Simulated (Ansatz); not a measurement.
VN (rock salt, Fm-3m) at seven volumes, plane-wave PAW LDA (Ansatz code), scaled uniformly. One row is withheld.

| V (Å³/atom) | P (GPa) |
|---|---|
| 7.516 | ? |
| 7.764 | 25.87 |
| 8.011 | 11.89 |
| 8.259 | -0.03 |
| 8.507 | -10.19 |
| 8.755 | -18.85 |
| 9.002 | -26.23 |

Q: Fit the shown pressures and predict the withheld one.

A: Third-order Birch–Murnaghan: P = (3/2)B₀(x^(7/2) − x^(5/2))[1 + (3/4)(B′ − 4)(x − 1)] with x = (V₀/V)^(2/3). Least squares on the six rows gives V₀ = 8.258 Å³/atom, B₀ = 366.4 GPa, B′ = 4.34. At V = 7.516, x = 1.0648 and P = 42.34 GPa. The run itself gave 42.27 GPa.

The cell was relaxed with LDA under the symmetry of its start. The run is not spin-polarised.

Potentials: the earlier of the program's two PAW sets. The files were generated under PBE; for other functionals the program regenerates the frozen cores, and for LDA and PBEsol the local potential too.
